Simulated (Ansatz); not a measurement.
Simulated powder pattern, neutron, λ = 1.5401 Å (kinematic, ideal powder, no thermal factors, coherent scattering alone; the 30 strongest lines at most, above 1 %, up to 2θ = 90°):

```
2θ (°)  I/Imax (%)
------  ----------
22.57           79
23.83           18
32.14           25
33.06           67
40.40          100
46.09           36
48.79           16
51.91           35
52.54           17
54.39           32
57.88           50
59.63           17
67.23           20
69.36           38
71.91           11
72.43           11
73.99           41
76.48           12
76.56          2.5
76.99           17
81.03           16
81.46           69
85.45           33
87.37           29
89.77           17
```

The pattern belongs to a structure relaxed with PBE in the plane-wave PAW code Ansatz.

Question: Which of these materials gives this?
A. SrVHO2, P4/mmm (Sr on 1d, V on 1a, O on 2f, H on 1b)
B. TiO2, Pbca (Ti on 8c, O on 8c, O on 8c)
C. MgTiNO, P4/nmm (Ti on 2c, N on 2c, Mg on 2c, O on 2c)
D. CaO, CsCl type

Answer: A, SrVHO2, P4/mmm (Sr on 1d, V on 1a, O on 2f, H on 1b)

Question: Give the lattice parameters.

Answer: a = 3.934 Å, c = 3.729 Å.

The start of the workflow was typed in or built on a structure type; neither database checked (COD, Materials Project) lists it. Whether it is the stable phase at ambient conditions was not checked. The cell was relaxed with PBE under the symmetry of its start; its stability against distortions is not shown here. Spin order of the final state: ferromagnetic, the only order run, not a proven ground state. The cell computed holds one magnetic atom, so no antiferromagnetic order was within reach. No Hubbard U is applied.

Potentials: the earlier of the program's two PAW sets.
